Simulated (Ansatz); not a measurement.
A relaxed cell of HfMg₃Cu is given with its symmetry left out. The cell was found from a structure generator's guess, not taken from experiment.

Level of theory: Ansatz, DFT PBE, scalar-relativistic, plane waves, PAW. Cutoff 420 eV, Γ-centred mesh, Gaussian smearing, no spin polarisation.

```
Mg Hf Cu
1.0
     3.64390    0.00000    0.00000
     0.00000    3.64390    0.00000
     0.00000    0.00000    8.38691
Mg Hf Cu
3 1 1
Direct
  0.50000 0.50000 0.50000
  0.00000 0.00000 0.29571
  0.00000 0.00000 0.70429
  0.50000 0.50000 0.00000
  0.00000 0.00000 0.00000
```

Formation energies are uncorrected and refer to the elements' standard structures at the same level.

(1) What space group does it have?

(2) What is its formation energy per atom?

(3) Is it a metal?

Answers

(1) P4/mmm (No. 123). Conventional cell: a = 3.644 Å, c = 8.387 Å. Mg on a site of symmetry 4/mmm is surrounded by 8 Mg at 3.09 Å and 4 Mg at 3.64 Å; around Mg on a site of symmetry 4mm lie 1 Cu at 2.48 Å and 4 Mg at 3.09 Å; Hf is surrounded by 4 Cu at 2.58 Å, 8 Mg at 3.58 Å and 4 Hf at 3.64 Å; Cu has 2 Mg at 2.48 Å and 4 Hf at 2.58 Å.

(2) +0.24 eV/atom. It can't be a ground state, since the elements alone are lower.

(3) Yes, bands cross the Fermi level on the 10×10×6 mesh.

The last run used a 10×10×6 mesh (in the run's order of axes) for its 5-atom cell and Gaussian smearing of 0.10 eV. Spin–orbit coupling, which can matter for Hf, is left out. Symmetry constrained the relaxation, so the result can be a saddle point.
